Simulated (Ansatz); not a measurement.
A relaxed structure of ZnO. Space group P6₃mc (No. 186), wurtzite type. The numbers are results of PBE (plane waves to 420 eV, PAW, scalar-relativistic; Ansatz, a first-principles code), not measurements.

```cif
data_O2Zn2
_chemical_formula_sum 'Zn2 O2'
_space_group_name_H-M_alt 'P63mc'
_space_group_IT_number 186
_space_group_name_Hall 'P 6c -2c'
_cell_length_a 3.27960
_cell_length_b 3.27960
_cell_length_c 5.29330
_cell_angle_alpha 90.000
_cell_angle_beta 90.000
_cell_angle_gamma 120.000
loop_
_atom_site_label
_atom_site_type_symbol
_atom_site_symmetry_multiplicity
_atom_site_Wyckoff_symbol
_atom_site_fract_x
_atom_site_fract_y
_atom_site_fract_z
_atom_site_occupancy
Zn1 Zn 2 b 0.66667 0.33333 0.00215 1
O1 O 2 b 0.33333 0.66667 0.12305 1
```

```yaml
volume_per_atom: 12.33 Å³
density: 5.48 g/cm³
band_gap: 0.74 eV, direct at Γ (no spin-orbit coupling)
shortest_distances: O–Zn 2.00 Å; Zn–Zn 3.25 Å; O–O 3.25 Å
k-mesh: 12×12×6
```

Band energies at high-symmetry points (eV from the VBM; labels of this space group; no spin-orbit coupling), from −5 eV up to 3.1 eV:

```json
[
 {"point": "Γ", "energies": "-4.47 -4.47 -4.28 -4.28 -4.01 -0.75 -0.75 -0.08 0.00 0.00 0.74"},
 {"point": "M", "energies": "-4.93 -4.90 -4.80 -4.43 -4.31 -4.23 -4.16 -3.69 -3.43 -2.72 -2.14 -1.23 -0.79"},
 {"point": "K", "energies": "-4.83 -4.61 -4.61 -4.53 -4.41 -4.35 -4.35 -3.62 -3.47 -3.47 -1.84 -1.84 -1.65"},
 {"point": "A", "energies": "-4.36 -4.36 -4.36 -4.36 -2.23 -2.23 -0.37 -0.37 -0.37 -0.37"},
 {"point": "L", "energies": "-4.29 -4.29 -4.21 -4.21 -3.70 -3.70 -1.43 -1.43 -1.31 -1.31"},
 {"point": "H", "energies": "-4.82 -4.82 -4.46 -4.46 -3.99 -3.99 -3.64 -3.64 -2.58 -2.58 -1.18 -1.18"}
]
```

No spin polarisation in the result.

Measured for ZnO: a 3.2482 Å (0 K or low temperature; as listed in arXiv:1206.3780); c 5.204 Å (0 K or low temperature; as listed in arXiv:1206.3780); gap 3.6 eV (static lattice; corrected from measurement; as listed in Wei Chen et al., Physical Review Materials (2018)). Computed minus measured — a: PBE +1.0 %; c: PBE +1.7 %; gap: PBE -2.86 eV. The computed values are for a static lattice, and a measured gap can be an optical one, lowered by exciton binding.

The run could not lose the symmetry of its start; a randomly shaken copy of 4 atoms returns to this structure.
